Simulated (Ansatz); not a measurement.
A geometry of CdAu away from equilibrium: the start of the relaxation of a relaxed CdAu cell with one Au and one Cd atom exchanged in a cell of 4 atoms. Method: PBEsol (plane waves to 420 eV, PAW, scalar-relativistic; Ansatz, a quantum-chemistry and plane-wave program). Γ-centred k-mesh 7×11×7 on the run's cell (coarser than for final values), Fermi–Dirac smearing 0.05 eV.

```xyz
4
Lattice="4.7707 0.0000 0.0000 0.0000 3.0777 0.0000 0.0000 0.0000 4.9556" Properties=species:S:1:pos:R:3 pbc="T T T"
Cd     1.1927     0.0000     1.5126
Au     3.5780     0.0000     3.4430
Au     1.1927     1.5388     4.0143
Cd     3.5780     1.5388     0.9413
```

Problem. What forces act on the atoms (eV/Å)?

Solution. 
```
atom    Fx    Fy     Fz
----  ----  ----  -----
Cd1   0.00  0.00   0.38
Au2   0.00  0.00  -0.32
Au3   0.00  0.00   0.07
Cd4   0.00  0.00  -0.13
```

Problem. What is the pressure?

Solution. +0.1 GPa, compression positive.

No spin polarisation in the result.

The run could not lose the symmetry of its start.

The runs began from a structure in Materials Project; this end point is another cell, not compared with measured phases.
